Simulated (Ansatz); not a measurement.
## Deforming TiTc

```
Ti Tc
1.0
     3.11000    0.00000    0.00000
     0.00000    3.11000    0.00000
     0.00000    0.00000    3.11000
Ti Tc
1 1
Direct
  0.50000 0.50000 0.50000
  0.00000 0.00000 0.00000
```

Atom numbers follow the list: Ti1, Tc2.

Conventional cell: a = 3.110 Å, b = 3.110 Å, c = 3.110 Å, α = 90.00°, β = 90.00°, γ = 90.00°. Around Ti (atom 1) lie 8 Tc at 2.69 Å. Around Tc (atom 2) lie 8 Ti at 2.69 Å.

The geometry is COD entry 1527274, unchecked; take it as a test cell.

Spin polarisation is left out, and whether a magnetic state lies lower isn't shown here.

All numbers below come from Ansatz 0.2.0, DFT, PBEsol, all-electron LAPW, scalar-relativistic.

Sampling and basis: a Γ-centred 12×12×12 k mesh, Fermi–Dirac smearing of 0.08 eV, basis error target 0.25 meV/atom, no spin polarisation.

The unchanged cell is at -8.12 GPa.

In a metal, stresses and small energies carry noise from the k mesh.

x, y and z are the Cartesian axes of the cell as listed; fractional coordinates follow a strain, and an engineering shear is twice the off-diagonal strain component.

With equal xy, yz and zx engineering shear strains of -2 %: energy change +3 meV/atom; stress change (xx, yy, zz, yz, xz, xy) 0.17, 0.17, 0.17, 1.23, 1.23, 1.23 GPa, compression positive.

Question: With this change (equal xy, yz and zx engineering shear strains of -1 %), what becomes of the energy and stress?

Answer: Energy change under 1 meV/atom; stress change (xx, yy, zz, yz, xz, xy) 0.04, 0.04, 0.04, 0.58, 0.58, 0.58 GPa, compression positive.

Question: With this change (equal xy, yz and zx engineering shear strains of +1 %), what becomes of the energy and stress?

Answer: Energy change under 1 meV/atom; stress change (xx, yy, zz, yz, xz, xy) 0.04, 0.04, 0.04, -0.51, -0.51, -0.51 GPa, compression positive.

With equal xy, yz and zx engineering shear strains of +2 %: energy change +3 meV/atom; stress change (xx, yy, zz, yz, xz, xy) 0.16, 0.16, 0.16, -0.95, -0.95, -0.95 GPa, compression positive.
